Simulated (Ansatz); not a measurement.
Computed with Ansatz, DFT PBE, scalar-relativistic, plane waves, PAW.

Structure of SiNi$_{3}$:

```yaml
crystal:
  lattice:
    - [3.50627, 0.00000, 0.00000]
    - [0.00000, 3.50627, 0.00000]
    - [0.00000, 0.00000, 3.50627]
  atoms:
    - { symbol: Si, position: [0.00000, 0.00000, 0.00000] }
    - { symbol: Ni, position: [0.00000, 0.50000, 0.50000] }
    - { symbol: Ni, position: [0.50000, 0.00000, 0.50000] }
    - { symbol: Ni, position: [0.50000, 0.50000, 0.00000] }
```

Settings: cutoff 420 eV, Γ-centred mesh 12×12×12 on the computed 4-atom cell, Gaussian smearing of 0.10 eV; no spin polarisation.

Levels along Γ–X–M–Γ–R–X | R–M, in eV from the Fermi level, sorted by energy at each point. Points in fractions of the primitive reciprocal vectors: Γ (0.000 0.000 0.000), X (0.000 0.500 0.000), M (0.500 0.500 0.000), R (0.500 0.500 0.500).
```tsv
point	k (1/Å, with 2π)	band 27	band 28	band 29	band 30	band 31	band 32	band 33
Γ	0.000	-0.63	-0.29	0.03	0.03	0.03	4.79	6.29
-	0.128	-0.61	-0.32	0.03	0.14	0.14	4.94	6.28
-	0.256	-0.62	-0.39	0.03	0.49	0.49	5.16	6.24
-	0.384	-0.64	-0.50	0.03	1.04	1.04	5.25	6.18
-	0.512	-0.73	-0.56	0.03	1.70	1.70	5.24	6.11
-	0.640	-0.91	-0.56	0.03	2.44	2.44	5.19	6.04
-	0.768	-1.08	-0.56	0.04	3.17	3.17	5.15	5.69
X	0.896	-1.15	-0.56	0.04	3.58	3.58	5.13	5.21
-	1.024	-1.14	-0.58	-0.02	3.08	3.64	4.63	5.31
-	1.152	-0.98	-0.65	-0.16	2.29	3.55	3.81	5.58
-	1.280	-0.86	-0.76	-0.36	1.62	2.49	4.09	5.75
-	1.408	-0.93	-0.82	-0.58	1.14	1.62	4.46	5.92
-	1.536	-1.14	-0.86	-0.77	0.83	1.04	4.91	6.09
-	1.664	-1.12	-0.96	-0.90	0.69	0.74	5.35	6.23
M	1.792	-1.11	-1.02	-0.95	0.65	0.65	5.58	6.28
-	1.973	-1.13	-0.90	-0.86	0.65	0.91	5.12	6.18
-	2.154	-1.12	-0.72	-0.65	0.65	1.85	4.13	5.98
-	2.335	-0.97	-0.58	-0.42	0.63	3.01	3.46	5.83
-	2.516	-0.71	-0.52	-0.23	0.56	1.93	5.44	5.81
-	2.697	-0.53	-0.49	-0.09	0.42	0.98	5.58	7.00
-	2.878	-0.60	-0.34	0.00	0.19	0.28	5.11	6.38
Γ	3.059	-0.63	-0.29	0.03	0.03	0.03	4.79	6.29
-	3.281	-0.64	-0.38	-0.01	0.30	0.30	5.32	6.54
-	3.502	-0.66	-0.42	-0.08	0.69	0.69	6.71	7.33
-	3.724	-0.95	-0.34	-0.12	0.82	0.82	5.45	6.69
-	3.946	-1.04	-0.34	-0.16	0.59	0.59	3.73	5.27
-	4.168	-1.06	-0.44	-0.18	0.14	0.14	2.35	4.44
-	4.389	-1.18	-0.59	-0.20	-0.15	-0.15	1.50	4.08
R	4.611	-1.25	-0.49	-0.20	-0.20	-0.20	1.21	3.98
-	4.792	-1.21	-0.61	-0.21	-0.17	-0.14	1.40	4.00
-	4.973	-1.03	-0.72	-0.24	0.09	0.15	1.81	4.05
-	5.154	-0.95	-0.88	-0.28	0.58	0.94	2.13	4.16
-	5.335	-0.98	-0.83	-0.30	1.30	2.00	2.38	4.34
-	5.516	-0.90	-0.76	-0.23	2.17	2.69	3.21	4.64
-	5.697	-1.07	-0.61	-0.06	3.07	3.18	4.46	5.01
X	5.878	-1.15	-0.56	0.04	3.58	3.58	5.13	5.21
R	5.878	-1.25	-0.49	-0.20	-0.20	-0.20	1.21	3.98
-	6.006	-1.22	-0.58	-0.23	-0.17	-0.17	1.31	4.06
-	6.134	-1.17	-0.78	-0.30	-0.07	-0.07	1.62	4.30
-	6.262	-1.11	-0.99	-0.42	0.11	0.11	2.13	4.74
-	6.390	-1.16	-1.07	-0.57	0.33	0.33	2.83	5.40
-	6.518	-1.14	-1.04	-0.73	0.50	0.50	3.70	6.24
-	6.646	-1.12	-1.03	-0.88	0.61	0.61	4.71	7.13
M	6.774	-1.11	-1.02	-0.95	0.65	0.65	5.58	6.28
```

A ferromagnetic start lost its moments in a first run, so spin was left out; other magnetic orders weren't tried.